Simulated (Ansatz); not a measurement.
Ansatz (an electronic-structure program) input:

Ansatz 0.2 input:
```yaml
crystal:
  lattice:
    - [3.7742540058, 0.0, 0.0]
    - [0.0, 3.7742540058, 0.0]
    - [0.0, 0.0, 3.7742540058]
  atoms:
    - { symbol: Si, position: [0.5, 0.5, 0.5] }
    - { symbol: Si, position: [0.0, 0.0, 0.0] }
    - { symbol: O, position: [0.25, 0.25, 0.25] }
    - { symbol: O, position: [0.25, 0.75, 0.75] }
    - { symbol: O, position: [0.75, 0.75, 0.25] }
    - { symbol: O, position: [0.75, 0.25, 0.75] }
kpoints:
  mp_grid: { grid: [7, 7, 7] }
hamiltonian:
  xc: r2scan
  pseudopotentials: { azcp: { folder: ./paw }, kind: paw }
scf:
  occupations: { method: fixed }
phonons:
  method: dfpt
  response_accuracy: low
  eigenvectors: true
  rigid_motions: translations
  dielectric: true
  raman: true
```

Output (shortened):

```
Pseudopotential: Si, paw, valence charge 4
Pseudopotential: O, paw, valence charge 6
Functional definition: r2SCAN
Crystal: 6 atoms, lattice volume = 53.764 Å³
Basis set: ecut = 500 eV, 1357 PW (Γ), exchange–correlation on 150×150×150 points (125 copies of the dense FFT grid, shifted against one another)
Bands: 22, of which v1, the nominal top of the filled ones, is band 16 counted from 1 (15 counted from 0)
Symmetry: 48 space group operations
k-points: 100 of 343 (irreducible under 2 space group operations, time reversal used)
SCF iter   1: F=—  HF=-3560.414514 eV  |F-HF|=—  |Δ(HF+E_count)|=         —  Δρ=1.54e-1  dr2=1.14e1  dr2_τ=1.29e0  ethr=3.10e-3  ⟨swp⟩=4.5  Hψ=10257  notcnv=0  defer=359
preconditioner: auto → Resta (q_TF=auto, 2.502 Å⁻¹)
SCF iter   2: F=—  HF=-3557.858233 eV  |F-HF|=—  |Δ(HF+E_count)|=    2.56e0  Δρ=5.07e-2  dr2=7.91e-1  dr2_τ=2.10e-1  ethr=3.10e-3  ⟨swp⟩=3.0  Hψ=5343  notcnv=0  defer=267
SCF iter   3: F=—  HF=-3558.126066 eV  |F-HF|=—  |Δ(HF+E_count)|=   2.68e-1  Δρ=2.52e-2  dr2=1.72e-1  dr2_τ=1.36e-2  ethr=2.47e-3  ⟨swp⟩=3.0  Hψ=3182  notcnv=0  defer=311
SCF iter   4: F=—  HF=-3558.170821 eV  |F-HF|=—  |Δ(HF+E_count)|=   4.48e-2  Δρ=2.35e-3  dr2=1.86e-3  dr2_τ=2.40e-4  ethr=5.38e-4  ⟨swp⟩=2.0  Hψ=3447  notcnv=0  defer=371
SCF iter   5: F=—  HF=-3558.171117 eV  |F-HF|=—  |Δ(HF+E_count)|=   2.97e-4  Δρ=4.70e-4  dr2=1.04e-4  dr2_τ=7.85e-6  ethr=5.80e-6  ⟨swp⟩=2.1  Hψ=3653  notcnv=0  defer=395
SCF iter   6: F=—  HF=-3558.171121 eV  |F-HF|=—  |Δ(HF+E_count)|=   3.24e-6  Δρ=7.99e-5  dr2=2.17e-6  dr2_τ=1.58e-7  ethr=3.26e-7  ⟨swp⟩=2.1  Hψ=3439  notcnv=0  defer=340
SCF iter   7: F=—  HF=-3558.171121 eV  |F-HF|=—  |Δ(HF+E_count)|=   3.31e-7  Δρ=3.07e-6  dr2=3.43e-9  dr2_τ=6.78e-10  ethr=6.79e-9  ⟨swp⟩=2.0  Hψ=3694  notcnv=0  defer=217
SCF iter   8: F=-3558.171121 eV  HF=-3558.171121 eV  |F-HF|=5.32e-11  |Δ(HF+E_count)|=   3.93e-9  Δρ=5.81e-7  dr2=8.52e-11  dr2_τ=1.61e-11  ethr=1.00e-12  ⟨swp⟩=14.6  Hψ=16786  notcnv=0
SCF 1 converged in 8 iterations: F = -3558.171121 eV  dr2 = 8.52e-11
NSCF: frozen V_eff on 5 k-points
DFPT response loops at Γ: preconditioner auto → none (the input reference at scf.mixing.eps_inf says where Resta's filter doesn't serve); β = 0.50 …
── the response to a field inside a basis, on 8×8×8 k-points: an SCF that follows is theirs, and a resumed run solves both again ──
Crystal: 6 atoms, lattice volume = 53.764 Å³
Bands: 17, of which v1, the nominal top of the filled ones, is band 16 counted from 1 (15 counted from 0)
k-points: 20 of 512
SCF iter   1: F=—  HF=-3558.157305 eV  |F-HF|=—  |Δ(HF+E_count)|=         —  Δρ=1.83e-4  dr2=3.81e-6  dr2_τ=6.80e-6  ethr=1.00e-1
preconditioner: auto → Resta (q_TF=auto, 2.502 Å⁻¹)
SCF iter   2: F=—  HF=-3558.157320 eV  |F-HF|=—  |Δ(HF+E_count)|=   1.42e-5  Δρ=9.09e-5  dr2=6.35e-7  dr2_τ=8.39e-7  ethr=1.19e-8
SCF iter   3: F=—  HF=-3558.157323 eV  |F-HF|=—  |Δ(HF+E_count)|=   2.98e-6  Δρ=2.75e-5  dr2=7.63e-8  dr2_τ=6.83e-8  ethr=1.98e-9
SCF iter   4: F=—  HF=-3558.157323 eV  |F-HF|=—  |Δ(HF+E_count)|=   1.50e-7  Δρ=2.57e-6  dr2=1.26e-9  dr2_τ=3.60e-10  ethr=2.38e-10
SCF iter   5: F=-3558.157323 eV  HF=-3558.157323 eV  |F-HF|=1.18e-11  |Δ(HF+E_count)|=   9.91e-8  Δρ=2.22e-7  dr2=1.58e-11  dr2_τ=1.36e-12  ethr=3.94e-12
SCF 1 converged in 5 iterations: F = -3558.157323 eV  dr2 = 1.58e-11
DFPT response loops at Γ: mixed as the last ones told, above
DFPT response loops at Γ: mixed as the last ones told, above
DFPT response loops at Γ: mixed as the last ones told, above
SCF converged after 8 iterations
Free energy (F): -3558.171121 eV
Harris-Foulkes:  -3558.171121 eV  (|F-HF|=5.32e-11)
Internal energy: -3558.171121 eV  (E = F + TS)
E sigma→0 (E₀):  -3558.171121 eV
Fermi energy:    6.998132 eV
--- Per-component energies (eV) ---
  E_band       = -20.349100
  E_kinetic    = 786.318150
  E_local      = -1360.308632  (includes V_loc(G=0)·N_el)
  E_nonlocal   = 248.372741
  E_hartree    = 490.992214
  E_xc         = -394.034466
  E_vxc        = -518.157173  (∫ρ·V_xc dr)
  E_paw        = -1700.774355  (= ΣΔE_a)
  E_vpaw       = -189.845427  (= ΣTr[D̂ρ^β])
  E_aug_tail   = 0.001082  (compensation charges beyond the density's cutoff)
  E_vtau       = 31.285725  (kinetic-family band-sum trace: ∫τ·v_τ [+ j·A + Jᵃ·Aᵃ] dr)
  E_ewald      = -1628.457226
  E_core_change = -0.280631  (= ΣΔE_core)
  E_smearing   =  0.000000  (= −TS)
  E_closure    =  0.000000  (closes the sum)
  Σ components = -3558.171121   (vs F -3558.171121, Δ=0.00e0)
  [band-id]    e_kinetic+e_local+e_nonlocal+2·e_hartree+e_vxc+e_vpaw+e_augmentation_tail+e_vtau = -20.349105   (vs E_band -20.349100, Δ=-4.96e-6)
--- Band table (eV; the first three rows and the last of 100) ---
  k-point 0: bands = ["-14.4229", "-11.4750", "-11.4750", "-11.4750", "-3.1991", "1.1512", "1.1512", "1.1512", "2.2611", "2.2611", "5.9426", "5.9426", "5.9426", "6.4812", "6.4812", "6.4812", "12.8095", "13.3847", "13.3847", "13.3847", "20.6393", "20.6393"]
  k-point 1: bands = ["-14.3079", "-11.6694", "-11.4663", "-11.4663", "-2.9891", "0.8943", "1.1286", "1.1286", "2.3999", "2.4042", "5.6907", "5.8425", "5.8425", "6.1161", "6.4031", "6.4031", "13.2908", "13.7049", "13.8605", "13.8605", "20.7424", "21.0328"]
  k-point 2: bands = ["-13.9737", "-12.1733", "-11.4465", "-11.4465", "-2.4172", "0.2177", "1.0728", "1.0728", "2.8049", "2.8230", "5.0442", "5.2815", "5.6781", "5.6781", "6.2112", "6.2112", "14.3734", "14.5282", "15.0212", "15.0212", "20.9162", "21.8616"]
  k-point 99: bands = ["-13.2862", "-12.6952", "-11.6068", "-11.5433", "-1.8857", "-0.6266", "0.7445", "1.1287", "3.2402", "3.5445", "3.7827", "4.4078", "5.7455", "6.0707", "6.1491", "6.1566", "15.4968", "16.2715", "16.5893", "16.6677", "19.9113", "20.9749"]
--- Phonons (Γ-DFPT): 2 representative perturbations + reference, on 100 of 343 k-points (Σ response iterations 11) ---
  ASR residual: 7.595e-4 → 0.000e0 eV/Å²; symmetrization residual: 1.718e-5 eV/Å²
  ASR residual per site (eV/Å²): 1.43e-4 1.43e-4 7.59e-4 7.59e-4 7.59e-4 7.59e-4
  Γ frequencies (cm⁻¹): 0.00 0.00 0.00 356.25 356.25 356.25 369.26 369.26 369.26 530.03 530.03 702.30 702.30 702.30 979.71 979.71 979.71 1081.42
  ε∞ (high-frequency dielectric tensor):
        3.120240     0.000000     0.000000
        0.000000     3.120240     0.000000
        0.000000     0.000000     3.120240
  ε⁰ (static dielectric tensor: ions relaxed, cell fixed):
        9.119867     0.000000     0.000000
        0.000000     9.119867     0.000000
        0.000000     0.000000     9.119867
  ε⁰ − ε∞ (ionic part):
        5.999628     0.000000     0.000000
        0.000000     5.999628     0.000000
        0.000000     0.000000     5.999628
  softest optical mode at Γ: 356.25 cm⁻¹; the repairs (sum rule, projections) moved no ω² at Γ by more than (4.26 cm⁻¹)²
  Born effective charges Z* (e; rows j = field, columns β = displacement):
    site 0:
         3.85856    0.00000    0.00000
         0.00000    3.85856    0.00000
         0.00000    0.00000    3.85856
    site 1:
         3.85856    0.00000    0.00000
         0.00000    3.85856    0.00000
         0.00000    0.00000    3.85856
    site 2:
        -1.92928   -0.61385   -0.61385
        -0.61385   -1.92928   -0.61385
        -0.61385   -0.61385   -1.92928
    site 3:
        -1.92928    0.61385    0.61385
         0.61385   -1.92928   -0.61385
         0.61385   -0.61385   -1.92928
    site 4:
        -1.92928   -0.61385    0.61385
        -0.61385   -1.92928    0.61385
         0.61385    0.61385   -1.92928
    site 5:
        -1.92928    0.61385   -0.61385
         0.61385   -1.92928    0.61385
        -0.61385    0.61385   -1.92928
  Z* charge neutrality: 2.833e-5 e pre-enforcement
  k-mesh period / interband length: 26.4 Å / 1.09 Å = 24.31 at k = (0.0000, 0.0000, 0.0000), direct gap 6.328 eV — 14 or more, which is no proof of convergence
  Raman tensors (in the event stream and the table raman_tensors.tsv) …
  optical modes at Γ without the LO–TO term, one row a degenerate level:
      ω (cm⁻¹)  modes    IR ((D/Å)²/amu)  static Raman (Å⁴/amu)  depolarisation
        356.25      3            43.3732                 0.0000               —
        369.26      3             0.0000                 0.0000               —
        530.03      2             0.0000                 0.0000               —
        702.30      3             0.0000                 3.2423           0.750
        979.71      3           107.4575                 0.0000               —
       1081.42      1             0.0000                 0.0000               —
  optical modes at Γ + LO–TO along q̂ = [1.0000, 0.0000, 0.0000]:
      ω (cm⁻¹)  modes    IR ((D/Å)²/amu)  static Raman (Å⁴/amu)  depolarisation
        356.25      2            28.9155                 0.0000               —
        369.26      3             0.0000                 0.0000               —
        489.42      1             5.1168                 0.0000               —
        530.03      2             0.0000                 0.0000               —
        702.30      3             0.0000                 3.2423           0.750
        979.71      2            71.6383                 0.0000               —
       1081.42      1             0.0000                 0.0000               —
       1219.19      1            45.1601                 0.0000               —
  optical modes at Γ + LO–TO along q̂ = [0.0000, 1.0000, 0.0000]:
      ω (cm⁻¹)  modes    IR ((D/Å)²/amu)  static Raman (Å⁴/amu)  depolarisation
        356.25      2            28.9155                 0.0000               —
        369.26      3             0.0000                 0.0000               —
        489.42      1             5.1168                 0.0000               —
        530.03      2             0.0000                 0.0000               —
        702.30      3             0.0000                 3.2423           0.750
        979.71      2            71.6383                 0.0000               —
       1081.42      1             0.0000                 0.0000               —
       1219.19      1            45.1601                 0.0000               —
  optical modes at Γ + LO–TO along q̂ = [0.0000, 0.0000, 1.0000]:
      ω (cm⁻¹)  modes    IR ((D/Å)²/amu)  static Raman (Å⁴/amu)  depolarisation
        356.25      2            28.9155                 0.0000               —
        369.26      3             0.0000                 0.0000               —
        489.42      1             5.1168                 0.0000               —
        530.03      2             0.0000                 0.0000               —
        702.30      3             0.0000                 3.2423           0.750
        979.71      2            71.6383                 0.0000               —
       1081.42      1             0.0000                 0.0000               —
       1219.19      1            45.1601                 0.0000               —
```

Cost: very roughly 7 core-minutes on shared cores.

Space group Pn-3m. The first step of the workflow began from a Materials Project structure, measured or hypothetical; the Crystallography Open Database copy checked does not list it. It is not the phase usual at ambient conditions (space group No. 92, 152, 154). The r²SCAN relaxation kept the symmetry of its start; phonons on a q-mesh show no instability.

Potentials: the earlier of the program's two PAW sets.

Ansatz is a plane-wave DFT program.
